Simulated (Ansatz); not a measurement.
The cell comes from COD entry 1523972, which wasn't checked; take it as a given geometry. The listed cell was then made from it by scaling, straining or moving an atom.

ScCu: DFT, LDA, all-electron PAW with datasets made for the crystal, scalar-relativistic (Ansatz 0.2.0). What sets it apart from a plain run of this crystal: equal xx and yy strain of -2 %.

Command: `ansatz run input.yaml --threads 1 --pin off --max-ram 3072MiB --backend cpu --events-out ev --progress --plain --runs-dir out` The run took 14 s on 1 thread of Intel(R) Xeon(R) Platinum 8488C (Sapphire Rapids), on a shared host, peak memory 0.58 GiB.

```yaml
crystal:
  lattice:
    - [3.19088, 0.0, 0.0]
    - [0.0, 3.19088, 0.0]
    - [0.0, 0.0, 3.256]
  atoms:
    - { symbol: Sc, position: [0.5, 0.5, 0.5] }
    - { symbol: Cu, position: [0.0, 0.0, 0.0] }
kpoints:
  mp_grid: { grid: [11, 11, 11] }
scf:
  occupations: { method: fermi_dirac, width: 0.05 }
hamiltonian:
  xc: lda
  pseudopotentials: { kind: all_electron, datasets: crystal }
output:
  forces: true
  stress: true
  eigenvalues: true
  efg: { contact_densities: true }
```

Output (standing set-up lines are left out):

```
Crystal: 2 atoms, lattice volume = 33.152 Å³
Symmetry: 16 space group operations
Space group: P4/mmm (ITA 123), of the structure as read, at distance tolerance 3.2e-5 Å
k-points: 126 of 1331
iter 1 solved again at ethr=8.83e-2 eV; its pass at ethr=1.00e-1 eV (dr2=1.94e1 eV) is discarded
SCF iter   1: F=—  HF=-65716.997040 eV  |F-HF|=—  |Δ(HF+E_count)|=         —  Δρ=2.32e-1  dr2=1.98e1  ethr=8.83e-2  ⟨swp⟩=2.0  Hψ=11078  notcnv=0
preconditioner: auto → none  [metal: Δε(μ)=0.024 eV  Ē_g=12.990 eV  σ=0.050 eV  W_gap=0.12  n_scr=6 (ndim 8)  ℏωp=28.8 eV  f_vac=0.000  D(μ)=1.94/eV (n_scr^D=18)  sad-step TF]
SCF iter   2: F=—  HF=-65723.193913 eV  |F-HF|=—  |Δ(HF+E_count)|=    6.20e0  Δρ=1.47e-1  dr2=9.18e0  ethr=8.83e-2  ⟨swp⟩=3.0  Hψ=5233  notcnv=0
SCF iter   3: F=—  HF=-65715.351027 eV  |F-HF|=—  |Δ(HF+E_count)|=    7.84e0  Δρ=6.60e-2  dr2=2.25e0  ethr=4.17e-2  ⟨swp⟩=3.0  Hψ=4916  notcnv=0
SCF iter   4: F=—  HF=-65714.450206 eV  |F-HF|=—  |Δ(HF+E_count)|=   9.01e-1  Δρ=4.09e-2  dr2=6.65e-1  ethr=1.02e-2  ⟨swp⟩=4.0  Hψ=6085  notcnv=0
iter 5 solved again at ethr=2.10e-4 eV; its pass at ethr=3.02e-3 eV (dr2=4.63e-2 eV) is discarded
SCF iter   5: F=—  HF=-65714.325964 eV  |F-HF|=—  |Δ(HF+E_count)|=   1.24e-1  Δρ=1.06e-2  dr2=4.36e-2  ethr=2.10e-4  ⟨swp⟩=2.5  Hψ=9408  notcnv=0  defer=1
SCF iter   6: F=—  HF=-65714.319416 eV  |F-HF|=—  |Δ(HF+E_count)|=   6.55e-3  Δρ=3.35e-3  dr2=3.57e-3  ethr=1.98e-4  ⟨swp⟩=3.0  Hψ=4848  notcnv=0
SCF iter   7: F=—  HF=-65714.322386 eV  |F-HF|=—  |Δ(HF+E_count)|=   2.97e-3  Δρ=1.77e-3  dr2=1.26e-3  ethr=1.62e-5  ⟨swp⟩=3.0  Hψ=3906  notcnv=0
SCF iter   8: F=—  HF=-65714.322325 eV  |F-HF|=—  |Δ(HF+E_count)|=   6.10e-5  Δρ=8.94e-4  dr2=3.48e-4  ethr=5.74e-6  ⟨swp⟩=2.1  Hψ=4576  notcnv=0  defer=1
SCF iter   9: F=—  HF=-65714.322313 eV  |F-HF|=—  |Δ(HF+E_count)|=   1.19e-5  Δρ=5.15e-4  dr2=1.15e-4  ethr=1.58e-6  ⟨swp⟩=2.6  Hψ=3690  notcnv=0
SCF iter  10: F=—  HF=-65714.322297 eV  |F-HF|=—  |Δ(HF+E_count)|=   1.60e-5  Δρ=2.24e-4  dr2=2.17e-5  ethr=5.21e-7  ⟨swp⟩=2.0  Hψ=3610  notcnv=0
SCF iter  11: F=—  HF=-65714.322294 eV  |F-HF|=—  |Δ(HF+E_count)|=   3.05e-6  Δρ=4.37e-5  dr2=9.14e-7  ethr=9.87e-8  ⟨swp⟩=3.0  Hψ=3872  notcnv=0
SCF iter  12: F=-65714.322294 eV  HF=-65714.322294 eV  |F-HF|=2.05e-8  |Δ(HF+E_count)|=   6.72e-8  Δρ=6.43e-6  dr2=1.25e-8  ethr=4.15e-9  ⟨swp⟩=3.1  Hψ=4349  notcnv=0
SCF 1 converged in 12 iterations: F = -65714.322295 eV  dr2 = 1.25e-8
  Residual-converged pass: ⟨swp⟩=4.0  Hψ=5773  notcnv=0  max |occ|·‖R‖ = 4.9e-6 eV (tolerance 5.3e-6 eV)  dr2=1.11e-8  dr2_onsite=2.10e-8  max |Δocc| = 2.5e-9
  greatest PAW one-centre occupation: 0.998 electrons in one spin orbital (limit 2), on the Sc atom at site 0 (counted from 0), in its partial waves of l = 0
SCF converged after 12 iterations
Free energy (F): -65714.322295 eV
Harris-Foulkes:  -65714.322295 eV  (|F-HF|=2.05e-8)
Internal energy: -65714.308983 eV  (E = F + TS)
E sigma→0 (E₀):  -65714.315639 eV
Entropy (-TS):   -0.013312 eV (-6.656 meV/atom)
Past the cutoff: the bands carry plane waves up to 1.75 times it, of which those up to 1.5 times it add -0.000838 eV an atom, each by itself; the spheres take 0.000316 eV an atom off the energy for waves past 1.75 times it
By the cutoff:   a pressure is off by up to 0.008 GPa (1.2 times the spheres' own share and the shells' term, over an atom's volume, and 0.004 GPa: a bound that held against runs at twice the plane waves)
Past the cutoffs: a stress includes 0.0023 GPa for waves and charges beyond them, in addition to the slope of what the spheres take
In the spheres:  the bands' charges fall short by 6.2e-7 e at most (sound up to 1e-3), those of shells solved beside the bands by 5.8e-9 e (sound up to 5e-4)
Fermi energy:    13.093535 eV
--- Per-component energies (eV) ---
  The terms above E_closure are by the made datasets' own strengths, without shells solved beside the bands.
--- Forces (eV/Å), atoms counted from 1 ---
  atom   1  Sc     0.00000000     0.00000000     0.00000000
  atom   2  Cu    -0.00000000    -0.00000000     0.00000000
  max |Σ_I F_I| component: 9.12e-30 eV/Å
--- Stress (GPa, compression-positive) ---
       -4.031284       0.000000       0.000000
        0.000000      -4.031284       0.000000
        0.000000       0.000000      -4.852081
  P = ⅓ Tr σ = -4.3049 GPa (-43.049 kbar)
  It holds what live shells' own plane waves past their cutoff add
--- PAW observables at the nuclei: V_zz in 10²¹ V/m², potentials from the cell's mean, atoms counted from 1 ---
  atom   1  Sc V_zz =    -0.338522   η = 0.0000   by run symmetry: allowed
            electrostatic potential = -2368.891200 V   contact ρ = 48282.844931 e/Å³
  atom   2  Cu V_zz =    -0.087413   η = 0.0000   by run symmetry: allowed
            electrostatic potential = -3754.658501 V   contact ρ = 146866.340108 e/Å³
--- Band table (eV; the first three rows and the last of 126) ---
  k-point 0: bands = ["-35.9929", "-14.7821", "-14.7683", "-14.7683", "5.8608", "9.0823", "9.0972", "9.9833", "9.9833", "10.0196", "13.5680", "13.6329", "16.3616", "16.3616", "16.4115"]
  k-point 1: bands = ["-35.9910", "-14.8021", "-14.7668", "-14.7668", "5.9968", "9.1208", "9.1275", "9.9760", "9.9760", "10.0272", "13.5481", "13.6124", "16.1416", "16.1416", "16.4034"]
  k-point 2: bands = ["-35.9861", "-14.8555", "-14.7627", "-14.7627", "6.3944", "9.2110", "9.2237", "9.9567", "9.9567", "10.0476", "13.4565", "13.4925", "15.6636", "15.6636", "16.3817"]
  k-point 125: bands = ["-35.9160", "-14.9850", "-14.9846", "-14.9475", "9.4961", "9.5228", "9.5315", "10.3025", "10.3279", "11.3894", "11.6484", "11.6958", "16.5297", "16.8887", "16.9598"]
```
